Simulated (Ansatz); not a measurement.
Polymorphs of Al$_{2}$O$_{3}$, each relaxed with DFT-LDA in the program Ansatz with PAW potentials:

A: corundum (R-3c)
a = b = 4.7292 Å, c = 12.8910 Å, α = β = 90.00°, γ = 120.00°

```tsv
atom	site	symmetry	x	y	z
Al	12c	3.	0.0000	0.0000	0.1480
O	18e	.2	0.3059	0.3059	0.7500
```

B: R3m
a = b = 2.9882 Å, c = 17.1533 Å, α = β = 90.00°, γ = 120.00°

```json
[
 {"atom": "Al", "site": "3a", "symmetry": "3m", "x": "0.0000", "y": "0.0000", "z": "0.1930"},
 {"atom": "Al", "site": "3a", "symmetry": "3m", "x": "0.0000", "y": "0.0000", "z": "0.6933"},
 {"atom": "O", "site": "3a", "symmetry": "3m", "x": "0.0000", "y": "0.0000", "z": "0.0281"},
 {"atom": "O", "site": "3a", "symmetry": "3m", "x": "0.0000", "y": "0.0000", "z": "0.5821"},
 {"atom": "O", "site": "3a", "symmetry": "3m", "x": "0.0000", "y": "0.0000", "z": "0.8064"}
]
```

Problem. Order them by energy per atom at 0 K (lowest first) at the level LDA.

Solution. A (+0 meV/atom), B (+115 meV/atom)

Problem. Give each one's gap.

Solution. A 6.43 eV; B 4.36 eV.

Not the usual ambient phase: B. All cells were relaxed under the symmetry of their starts (and spin orders); stability against distortions was not tested throughout.

Energies hold the estimated change up to a 700 eV cutoff; steps of a few meV lie near the error of the meshes.

Potentials: the later of the program's two PAW sets.
